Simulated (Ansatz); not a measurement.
BeTe (zinc blende), conventional cell a = b = c = 5.657 Å, α = β = γ = 90.00°. The calculation uses the primitive cell of 2 atoms, to which meshes and values per cell refer.

The volume is varied about the relaxed value V₀ at fixed cell shape. Symmetry pins the atoms to their sites.

All values below come from r2SCAN (plane waves to 500 eV, PAW, scalar-relativistic; Ansatz, a first-principles code). k mesh 11×11×11 (Γ-centred), Fermi-Dirac smearing 0.05 eV. E stands for the smeared free energy. BeTe was relaxed with its symmetry unable to fall. Spin-orbit coupling is left out, though Te is heavy. ΔE is measured from the relaxed starting cell.

```tsv
V (Å³/atom)	ΔE (meV/atom)
20.367	49.8
20.744	33.6
21.121	20.9
21.498	11.4
21.875	4.9
22.252	1.2
22.630	0.0
23.007	1.1
23.384	4.4
23.761	9.6
24.138	16.7
24.515	25.5
24.892	35.7
```

What is the fitted pressure derivative B₀′?

3.9.

What bulk modulus B₀ follows from a third-order Birch-Murnaghan fit?

59.3 GPa. Check by three points about V = 22.630 Å³/atom, step 0.377: d²E/dV² ≈ (1.2 − 2·0.0 + 1.1) meV / 0.377² = 0.0162 eV/Å⁶, and V·d²E/dV² × 160.2 = 58.6 GPa.

(Under strain, the slope of the energy per volume gives the stress and its curvature an elastic modulus.)
